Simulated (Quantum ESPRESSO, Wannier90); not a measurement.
**W (bcc (W type)), plane waves to Wannier functions**

Cell from Materials Project (mp-91), symmetrised, no further relaxation. This is the element's usual structure. Method: PBEsol plane waves in Quantum ESPRESSO 7.5 (PseudoDojo norm-conserving files, 60 Ry, no spin polarisation, no spin-orbit coupling), Bloch states on a 12×12×12 mesh through Γ, Wannier90 4.0.1. Density: 18×18×18 mesh, cold smearing 0.01 Ry. Spin-orbit coupling is left out although heavy elements are present.

```
begin unit_cell_cart
ang
   -1.5851600000    1.5851600000    1.5851600000
    1.5851600000   -1.5851600000    1.5851600000
    1.5851600000    1.5851600000   -1.5851600000
end unit_cell_cart
mp_grid = 12 12 12
```

Q: Which shells of neighbouring k-points and which b-vectors and weights does Wannier90 pick for this cell and mesh?

A: 
```
 *---------------------------------- K-MESH ----------------------------------*
 +----------------------------------------------------------------------------+
 |                    Distance to Nearest-Neighbour Shells                    |
 |                    ------------------------------------                    |
 |          Shell             Distance (Ang^-1)          Multiplicity         |
 |          -----             -----------------          ------------         |
 |             1                   0.233566                     12            |
 |             2                   0.330313                      6            |
 |             3                   0.404549                     24            |
 |             4                   0.467133                     12            |
 |             5                   0.522271                     24            |
 |             6                   0.572119                      8            |
 |             7                   0.617959                     48            |
 |             8                   0.660626                      6            |
       ... (lines left out)
 +----------------------------------------------------------------------------+
 | The b-vectors are chosen automatically                                     |
 | The following shells are used:                       1                     |
 +----------------------------------------------------------------------------+
 |                        Shell   # Nearest-Neighbours                        |
 |                        -----   --------------------                        |
 |                          1              12                                 |
 +----------------------------------------------------------------------------+
 | Completeness relation is fully satisfied [Eq. (B1), PRB 56, 12847 (1997)]  |
 +----------------------------------------------------------------------------+
 |                  b_k Vectors (Ang^-1) and Weights (Ang^2)                  |
 |                  ----------------------------------------                  |
 |            No.         b_k(x)      b_k(y)      b_k(z)        w_b           |
 |            ---        --------------------------------     --------        |
 |             1         0.165156    0.165156    0.000000     4.582674        |
 |             2         0.165156    0.000000    0.165156     4.582674        |
 |             3         0.000000    0.165156    0.165156     4.582674        |
 |             4        -0.165156   -0.165156    0.000000     4.582674        |
 |             5         0.000000   -0.165156    0.165156     4.582674        |
 |             6        -0.165156    0.000000    0.165156     4.582674        |
 |             7        -0.165156    0.000000   -0.165156     4.582674        |
 |             8         0.000000    0.165156   -0.165156     4.582674        |
 |             9        -0.165156    0.165156    0.000000     4.582674        |
 |            10         0.000000   -0.165156   -0.165156     4.582674        |
 |            11         0.165156    0.000000   -0.165156     4.582674        |
 |            12         0.165156   -0.165156    0.000000     4.582674        |
```
